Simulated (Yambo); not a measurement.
Yambo run on a free-standing IrCl3 monolayer (symmetry P-31m, slab cell 15.6 Å high). The wavefunctions are PBEsol (Quantum ESPRESSO, PseudoDojo norm-conserving, 68 Ry, without SOC) ones on a 6×6×1 mesh (38 occupied bands); a = b = 6.0386 Å, c = 15.6000 Å, α = β = 90.00°, γ = 120.00°.

Yambo input:

```
rim_cut
gw0
dyson
el_el_corr
HF_and_locXC
ppa
em1d
rim_w
RandQpts= 1000000
RandGvec= 2 Ry
CUTGeo= "slab z"
EXXRLvcs= 68 Ry
VXCRLvcs= 272 Ry
Chimod= "HARTREE"
% BndsRnXp
 9 | 151 |
%
NGsBlkXp= 5 Ry
% LongDrXp
 1.0 | 1.0 | 0.0 |
%
RandGvecW= 384 mRy
PPAPntXp= 10 eV
% GbndRnge
 1 | 151 |
%
GTermKind= "BG"
DysSolver= "n"
ExtendOut
% QPkrange
 4 | 4 | 38 | 39 |
%
```

k points by index: 4 = M.

Resulting energies as the program prints them:

```
#    K-point    Band    Eo [eV]    E [eV]    E-Eo [eV]    Vxc [eV]    Vnlxc [eV]    Sc|Eo [eV]    Sc|E [eV]    dSc/dw|Eo [eV]    Re(Z)    Im(Z)
#
    4    38    0.000000    -0.551584    -0.551584    -17.75076    -21.75795    3.284828    3.455613    -8.421397    0.763654    -0.002380
    4    39    2.067378    3.715467    1.648089    -17.82702    -12.91086    -2.782795    -3.268075    -8.011151    0.772549    -0.002384
```
(The two width columns are left out.) Convergence of these settings isn't established.

Geometry relaxed with PBEsol.

This is a model layer cut from the bulk structure; whether it is stable on its own was not checked.
